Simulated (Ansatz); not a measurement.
Input file for Ansatz (a quantum-chemistry and plane-wave program):

Ansatz 0.2 input:
```yaml
crystal:
  lattice:
    - [3.9479877255, 0.0, 0.0]
    - [-1.9739938627, 3.4190576641, 0.0]
    - [0.0, 0.0, 6.5103302624]
  atoms:
    - { symbol: Ga, position: [0.3333333333, 0.6666666667, 0.0000597286] }
    - { symbol: Ga, position: [0.6666666667, 0.3333333333, 0.5000597286] }
    - { symbol: As, position: [0.3333333333, 0.6666666667, 0.3739402714] }
    - { symbol: As, position: [0.6666666667, 0.3333333333, 0.8739402714] }
kpoints:
  mp_grid: { grid: [8, 8, 5] }
hamiltonian:
  xc: lda
  pseudopotentials: { azcp: { folder: ./paw }, kind: paw }
scf:
  occupations: { method: fixed }
elastic: { mode: relaxed_ion, stencil: two_point, amplitude: 0.005, f_tol: 0.0005 }
output: { polarization: {} }
```

Output (shortened):

```
Pseudopotential: Ga, paw, valence charge 13
Pseudopotential: As, paw, valence charge 15
Functional definition: SPW92
Crystal: 4 atoms, lattice volume = 87.879 Å³
Basis set: ecut = 420 eV, 1761 PW (Γ)
Bands: 34, of which v1, the nominal top of the filled ones, is band 28 counted from 1 (27 counted from 0)
Symmetry: 12 space group operations
Space group: P63mc (ITA 186), of the structure as read, at distance tolerance 4.4e-5 Å
k-points: 30 of 320 (time reversal used)
SCF 1 converged in 12 iterations: F = -16962.563547 eV  dr2 = 8.01e-14
Crystal: 4 atoms, lattice volume = 87.440 Å³
Basis set: ecut = 420 eV, 1745 PW (Γ)
Symmetry: 4 space group operations
k-points: 63 of 320 (time reversal used)
SCF 2 converged in 12 iterations: F = -16962.562378 eV  dr2 = 1.34e-14
relax step   1: F+E_penalty+E_count = -16962.56237835 eV  Δ(F+E_penalty+E_count) = +0.000e0 eV  max|allowed force component| = 3.724e-2 eV/Å  Δτ_max = 0.0000 Å  (12 SCF iters, accepted)
Crystal: 4 atoms, lattice volume = 87.440 Å³
SCF 3 converged in 9 iterations: F = -16962.562563 eV  dr2 = 6.88e-14
relax step   2: F+E_penalty+E_count = -16962.56256255 eV  Δ(F+E_penalty+E_count) = -1.842e-4 eV  max|allowed force component| = 1.003e-2 eV/Å  Δτ_max = 0.0032 Å  (9 SCF iters, accepted)
Crystal: 4 atoms, lattice volume = 87.440 Å³
SCF 4 converged in 8 iterations: F = -16962.562577 eV  dr2 = 3.10e-14
relax step   3: F+E_penalty+E_count = -16962.56257698 eV  Δ(F+E_penalty+E_count) = -1.443e-5 eV  max|allowed force component| = 1.231e-4 eV/Å  Δτ_max = 0.0013 Å  (8 SCF iters, accepted)
Crystal: 4 atoms, lattice volume = 87.440 Å³
SCF 5 converged in 2 iterations: F = -16962.562577 eV  dr2 = 1.18e-14
Crystal: 4 atoms, lattice volume = 88.318 Å³
SCF 6 converged in 12 iterations: F = -16962.562404 eV  dr2 = 4.93e-15
relax step   1: F+E_penalty+E_count = -16962.56240418 eV  Δ(F+E_penalty+E_count) = +0.000e0 eV  max|allowed force component| = 3.560e-2 eV/Å  Δτ_max = 0.0000 Å  (12 SCF iters, accepted)
Crystal: 4 atoms, lattice volume = 88.318 Å³
SCF 7 converged in 9 iterations: F = -16962.562578 eV  dr2 = 4.31e-14
relax step   2: F+E_penalty+E_count = -16962.56257839 eV  Δ(F+E_penalty+E_count) = -1.742e-4 eV  max|allowed force component| = 9.306e-3 eV/Å  Δτ_max = 0.0032 Å  (9 SCF iters, accepted)
Crystal: 4 atoms, lattice volume = 88.318 Å³
SCF 8 converged in 9 iterations: F = -16962.562591 eV  dr2 = 9.64e-15
relax step   3: F+E_penalty+E_count = -16962.56259113 eV  Δ(F+E_penalty+E_count) = -1.274e-5 eV  max|allowed force component| = 1.354e-4 eV/Å  Δτ_max = 0.0013 Å  (9 SCF iters, accepted)
Crystal: 4 atoms, lattice volume = 88.318 Å³
SCF 9 converged in 2 iterations: F = -16962.562591 eV  dr2 = 3.99e-15
Crystal: 4 atoms, lattice volume = 87.440 Å³
Basis set: ecut = 420 eV, 1737 PW (Γ)
SCF 10 converged in 12 iterations: F = -16962.562237 eV  dr2 = 1.85e-14
relax step   1: F+E_penalty+E_count = -16962.56223742 eV  Δ(F+E_penalty+E_count) = +0.000e0 eV  max|allowed force component| = 4.257e-2 eV/Å  Δτ_max = 0.0000 Å  (12 SCF iters, accepted)
Crystal: 4 atoms, lattice volume = 87.440 Å³
SCF 11 converged in 10 iterations: F = -16962.562410 eV  dr2 = 1.25e-15
relax step   2: F+E_penalty+E_count = -16962.56240952 eV  Δ(F+E_penalty+E_count) = -1.721e-4 eV  max|allowed force component| = 1.124e-2 eV/Å  Δτ_max = 0.0016 Å  (10 SCF iters, accepted)
Crystal: 4 atoms, lattice volume = 87.440 Å³
SCF 12 converged in 9 iterations: F = -16962.562423 eV  dr2 = 3.28e-15
relax step   3: F+E_penalty+E_count = -16962.56242251 eV  Δ(F+E_penalty+E_count) = -1.299e-5 eV  max|allowed force component| = 7.977e-5 eV/Å  Δτ_max = 0.0006 Å  (9 SCF iters, accepted)
Crystal: 4 atoms, lattice volume = 87.440 Å³
SCF 13 converged in 2 iterations: F = -16962.562423 eV  dr2 = 1.22e-15
Crystal: 4 atoms, lattice volume = 88.318 Å³
SCF 14 converged in 12 iterations: F = -16962.562270 eV  dr2 = 3.44e-15
relax step   1: F+E_penalty+E_count = -16962.56227028 eV  Δ(F+E_penalty+E_count) = +0.000e0 eV  max|allowed force component| = 3.826e-2 eV/Å  Δτ_max = 0.0000 Å  (12 SCF iters, accepted)
Crystal: 4 atoms, lattice volume = 88.318 Å³
SCF 15 converged in 9 iterations: F = -16962.562418 eV  dr2 = 4.62e-14
relax step   2: F+E_penalty+E_count = -16962.56241810 eV  Δ(F+E_penalty+E_count) = -1.478e-4 eV  max|allowed force component| = 9.869e-3 eV/Å  Δτ_max = 0.0015 Å  (9 SCF iters, accepted)
Crystal: 4 atoms, lattice volume = 88.318 Å³
SCF 16 converged in 9 iterations: F = -16962.562429 eV  dr2 = 4.15e-15
relax step   3: F+E_penalty+E_count = -16962.56242856 eV  Δ(F+E_penalty+E_count) = -1.046e-5 eV  max|allowed force component| = 6.583e-5 eV/Å  Δτ_max = 0.0005 Å  (9 SCF iters, accepted)
Crystal: 4 atoms, lattice volume = 88.318 Å³
SCF 17 converged in 2 iterations: F = -16962.562429 eV  dr2 = 1.76e-15
Crystal: 4 atoms, lattice volume = 87.878 Å³
Basis set: ecut = 420 eV, 1753 PW (Γ)
Symmetry: 2 space group operations
k-points: 93 of 320 (time reversal used)
SCF 18 converged in 12 iterations: F = -16962.563237 eV  dr2 = 6.58e-15
relax step   1: F+E_penalty+E_count = -16962.56323703 eV  Δ(F+E_penalty+E_count) = +0.000e0 eV  max|allowed force component| = 2.567e-2 eV/Å  Δτ_max = 0.0000 Å  (12 SCF iters, accepted)
Crystal: 4 atoms, lattice volume = 87.878 Å³
SCF 19 converged in 9 iterations: F = -16962.563299 eV  dr2 = 1.25e-14
relax step   2: F+E_penalty+E_count = -16962.56329916 eV  Δ(F+E_penalty+E_count) = -6.213e-5 eV  max|allowed force component| = 6.770e-3 eV/Å  Δτ_max = 0.0010 Å  (9 SCF iters, accepted)
Crystal: 4 atoms, lattice volume = 87.878 Å³
SCF 20 converged in 8 iterations: F = -16962.563304 eV  dr2 = 3.65e-14
relax step   3: F+E_penalty+E_count = -16962.56330375 eV  Δ(F+E_penalty+E_count) = -4.594e-6 eV  max|allowed force component| = 2.301e-5 eV/Å  Δτ_max = 0.0004 Å  (8 SCF iters, accepted)
Crystal: 4 atoms, lattice volume = 87.878 Å³
SCF 21 converged in 2 iterations: F = -16962.563304 eV  dr2 = 7.14e-15
Crystal: 4 atoms, lattice volume = 87.878 Å³
SCF 22 converged in 12 iterations: F = -16962.563237 eV  dr2 = 6.18e-15
relax step   1: F+E_penalty+E_count = -16962.56323703 eV  Δ(F+E_penalty+E_count) = +0.000e0 eV  max|allowed force component| = 2.567e-2 eV/Å  Δτ_max = 0.0000 Å  (12 SCF iters, accepted)
Crystal: 4 atoms, lattice volume = 87.878 Å³
SCF 23 converged in 9 iterations: F = -16962.563299 eV  dr2 = 1.25e-14
relax step   2: F+E_penalty+E_count = -16962.56329916 eV  Δ(F+E_penalty+E_count) = -6.213e-5 eV  max|allowed force component| = 6.770e-3 eV/Å  Δτ_max = 0.0010 Å  (9 SCF iters, accepted)
Crystal: 4 atoms, lattice volume = 87.878 Å³
SCF 24 converged in 8 iterations: F = -16962.563304 eV  dr2 = 1.70e-14
relax step   3: F+E_penalty+E_count = -16962.56330375 eV  Δ(F+E_penalty+E_count) = -4.594e-6 eV  max|allowed force component| = 2.302e-5 eV/Å  Δτ_max = 0.0004 Å  (8 SCF iters, accepted)
Crystal: 4 atoms, lattice volume = 87.878 Å³
SCF 25 converged in 2 iterations: F = -16962.563304 eV  dr2 = 3.79e-15
SCF converged after 12 iterations
Free energy (F): -16962.563547 eV
Harris-Foulkes:  -16962.563547 eV  (|F-HF|=3.64e-12)
Internal energy: -16962.563547 eV  (E = F + TS)
E sigma→0 (E₀):  -16962.563547 eV
Fermi energy:    8.089229 eV
--- Per-component energies (eV) ---
  E_band       = -644.451769
  E_kinetic    = 422.790512
  E_local      = -7267.996693  (includes V_loc(G=0)·N_el)
  E_nonlocal   = -962.009133
  E_hartree    = 4240.608450
  E_xc         = -267.770574
  E_vxc        = -262.381564  (∫ρ·V_xc dr)
  E_paw        = -7695.338805  (= ΣΔE_a)
  E_vpaw       = -1056.071385  (= ΣTr[D̂ρ^β])
  E_aug_tail   = -0.000403  (compensation charges beyond the density's cutoff)
  E_ewald      = -5440.454321
  E_core_change = 7.607421  (= ΣΔE_core)
  E_smearing   =  0.000000  (= −TS)
  E_closure    = 0.000000  (closes the sum)
  Σ components = -16962.563547   (vs F -16962.563547, Δ=0.00e0)
--- Forces (eV/Å), atoms counted from 1 ---
  atom   1  Ga     0.00000000     0.00000000    -0.00012534
  atom   2  Ga     0.00000000     0.00000000    -0.00012534
  atom   3  As     0.00000000     0.00000000     0.00012533
  atom   4  As     0.00000000     0.00000000     0.00012533
  max |Σ_I F_I| component: 1.74e-8 eV/Å
--- Stress (GPa, compression-positive) ---
        0.000195       0.000000       0.000000
        0.000000       0.000195       0.000000
        0.000000       0.000000      -0.001107
  P = ⅓ Tr σ = -0.0002 GPa (-0.002 kbar)
--- Band table (eV; the first three rows and the last of 30) ---
  k-point 0: bands = ["-27.3476", "-27.3474", "-27.3442", "-27.3442", "-27.3437", "-27.3437", "-27.3345", "-27.3345", "-27.3338", "-27.3338", "-7.0580", "-6.9697", "-6.9658", "-6.9658", "-6.9519", "-6.9519", "-6.8918", "-6.8918", "-6.8783", "-6.8783", …
  k-point 1: bands = ["-27.3476", "-27.3475", "-27.3441", "-27.3441", "-27.3437", "-27.3437", "-27.3344", "-27.3344", "-27.3339", "-27.3339", "-7.0503", "-6.9793", "-6.9648", "-6.9648", "-6.9535", "-6.9535", "-6.8903", "-6.8903", "-6.8793", "-6.8793", …
  k-point 2: bands = ["-27.3476", "-27.3475", "-27.3440", "-27.3440", "-27.3439", "-27.3439", "-27.3343", "-27.3343", "-27.3341", "-27.3341", "-7.0298", "-7.0028", "-6.9618", "-6.9618", "-6.9574", "-6.9574", "-6.8865", "-6.8865", "-6.8823", "-6.8823", …
  k-point 29: bands = ["-27.3468", "-27.3467", "-27.3440", "-27.3439", "-27.3436", "-27.3434", "-27.3340", "-27.3339", "-27.3336", "-27.3335", "-7.0738", "-7.0703", "-6.9406", "-6.9357", "-6.9331", "-6.9309", "-6.8927", "-6.8900", "-6.8858", "-6.8834", …
--- Elastic constants: 3 strain directions × 2 members + reference (group order 12) ---
  dense FFT box of the reference and of every strained cell: 27×27×45
  strains applied: 11, 33, 23; error gains …
  C = ∂σ_k/∂η_j (tension-positive GPa; Voigt order 11 22 33 23 13 12):
       141.106     48.241     31.187      0.000      0.000      0.000
        48.241    141.106     31.187      0.000      0.000      0.000
        31.176     31.176    164.965      0.000      0.000      0.000
         0.000      0.000      0.000     36.578      0.000      0.000
         0.000      0.000      0.000      0.000     36.578      0.000
         0.000      0.000      0.000      0.000      0.000     46.432
  reference stress σ⁰ (GPa):      0.000      0.000      0.001      0.000      0.000      0.000
  moduli (Voigt/Reuss/Hill, GPa): K = 74.26/74.24/74.25   G = 46.36/44.26/45.31   E = 112.95   ν = 0.246
  mechanically stable: yes (min eigenvalue of sym C = 36.58 GPa)
  e, the proper piezoelectric tensor (elastic.mode: relaxed_ion; C/m²; rows x y z; Voigt order 11 22 33 23 13 12):
       0.00000    0.00000    0.00000    0.00000    0.07363    0.00000
       0.00000    0.00000    0.00000    0.07363    0.00000    0.00000
       0.05962    0.05962   -0.29213    0.00000    0.00000    0.00000
  ±, each entry's uncertainty from the finite density of the strings (C/m²), an estimate: the size of the correction for it that the entry includes:
       0.00000    0.00000    0.00000    0.00000    0.00540    0.00000
       0.00000    0.00000    0.00000    0.00540    0.00000    0.00000
       0.00852    0.00852    0.00122    0.00000    0.00000    0.00000
  strain η (Voigt 11):  stress-route row diagonal C_11 = 141.11 GPa, energy-path curvature d²(F+E_count+ΔE)/dδ²/Ω₀ = 141.11 GPa
         δ    σ_11 (GPa)             F (eV)   n_scf  n_hpsi   n_pw
    -5.000e-3      -0.7159      -16962.5625770       2   17112   1745   relax 3 steps, max|allowed force component| 1.23e-4 eV/Å
     5.000e-3       0.6951      -16962.5625911       2   16996   1761   relax 3 steps, max|allowed force component| 1.35e-4 eV/Å
  strain η (Voigt 33):  stress-route row diagonal C_33 = 164.96 GPa, energy-path curvature d²(F+E_count+ΔE)/dδ²/Ω₀ = 164.98 GPa
         δ    σ_33 (GPa)             F (eV)   n_scf  n_hpsi   n_pw
    -5.000e-3      -0.8340      -16962.5624225       2    8113   1737   relax 3 steps, max|allowed force component| 7.98e-5 eV/Å
     5.000e-3       0.8157      -16962.5624286       2    8086   1761   relax 3 steps, max|allowed force component| 6.58e-5 eV/Å
  strain η (Voigt 23):  stress-route row diagonal C_44 = 36.58 GPa, energy-path curvature d²(F+E_count+ΔE)/dδ²/Ω₀ = 36.58 GPa
         δ    σ_23 (GPa)             F (eV)   n_scf  n_hpsi   n_pw
    -5.000e-3      -0.1829      -16962.5633038       2   25233   1753   relax 3 steps, max|allowed force component| 2.30e-5 eV/Å
     5.000e-3       0.1829      -16962.5633038       2   25321   1753   relax 3 steps, max|allowed force component| 2.30e-5 eV/Å
--- Formal polarisation (Berry phase): one branch of a lattice of values; only differences between neighbouring runs are physical ---
  axis  mesh            electronic          ionic      p = total  spread (rad)  least overlap  resolved gap  δp at fixed H ≤   (phases in cycles; p mod 1 …
  b1    8×8×5           0.00000000    28.00000000    28.00000000      0.000000         0.7617        0.5007           1.3e-5
  b2    8×8×5           0.00000000    28.00000000    28.00000000      0.000000         0.7617        0.5007           1.3e-5
  b3    8×8×5           0.52981486    25.21976109    25.74957595      0.163144         0.7861        0.5007           9.7e-6
  quantum along a1:   0.04492526 e/Å² =    71.978194 µC/cm²
  quantum along a2:   0.04492526 e/Å² =    71.978194 µC/cm²
  quantum along a3:   0.07408287 e/Å² =   118.693838 µC/cm²
  P = (  0.62895357,   1.08937955,   1.90760241) e/Å² = ( 1007.694721,  1745.378456,  3056.316006) µC/cm²  (mod the quanta)
```

Cost: about 4 core-minutes (a rough figure) on shared cores.

Space group P6_3mc (wurtzite). The workflow started from a Materials Project entry (that database holds measured and hypothetical structures alike); the Crystallography Open Database copy checked does not list it. It is not the phase usual at ambient conditions (space group No. 216). Symmetry was held in the LDA relaxation; phonons on a q-mesh show no instability. Spin–orbit coupling is left out wherever it is not named.

Potentials: the earlier of the program's two PAW sets.

Ansatz is a plane-wave DFT program.
